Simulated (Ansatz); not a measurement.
**Structure relaxation, HfN**

The start is a generated cell, HfN placed in the CoSn structure type. Cell shape, volume and atoms are optimised at zero target pressure with PBEsol (plane waves to 420 eV, PAW, scalar-relativistic; Ansatz, an electronic-structure program). The first steps use a coarse 5×5×5 k-mesh.

Initial structure:
```yaml
crystal:
  lattice:
    - [6.00401, 0.00000, 0.00000]
    - [-3.00201, 5.19963, 0.00000]
    - [0.00000, 0.00000, 4.84473]
  atoms:
    - { symbol: Hf, position: [0.50000, 0.00000, 0.00000] }
    - { symbol: Hf, position: [0.50000, 0.50000, 0.00000] }
    - { symbol: Hf, position: [0.00000, 0.50000, 0.00000] }
    - { symbol: N, position: [0.00000, 0.00000, 0.00000] }
    - { symbol: N, position: [0.33333, 0.66667, 0.50000] }
    - { symbol: N, position: [0.66667, 0.33333, 0.50000] }
```

Q: How large is the pressure on the unrelaxed cell, and of which sign?

A: -26 GPa (negative: the cell is under tension).

Q: How much energy is released per atom?

A: 2.54 eV/atom.

Q: How does the volume per atom move from start to end?

A: -46.2 %, from 25.21 to 13.55 Å³/atom.

Q: Is the relaxed structure metallic? Give its gap.

A: No gap (metallic).

Q: Give the final cell and atomic positions.

A: 
Space group P6/mmm (No. 191); a = b = 5.435 Å, c = 3.179 Å, α = β = 90.00°, γ = 120.00°

| atom | site | symmetry | x | y | z |
|---|---|---|---|---|---|
| Hf | 3f | mmm | 0.0000 | 0.5000 | 0.0000 |
| N | 1a | 6/mmm | 0.0000 | 0.0000 | 0.0000 |
| N | 2d | -6m2 | 0.3333 | 0.6667 | 0.5000 |

The space group stays P6/mmm (No. 191) (the run could not lower it), with 6 atoms in the primitive cell. Final values are on a 10×10×15 k-mesh of the relaxed cell. No spin polarisation in the result. The relaxed primitive cell holds an odd number of electrons. A magnetic state may lie lower.

The run could not lower the symmetry of its start; a shaken copy of this end point relaxes with PBEsol to Pmc2₁ (No. 26), 0.63 eV/atom lower.

The relaxed structure here is a generated cell of HfN: the first start was made by placing the elements on the sites of a structure type, and the end was not matched to a known phase here, so it may be hypothetical. Known forms of HfN include space group No. 225.
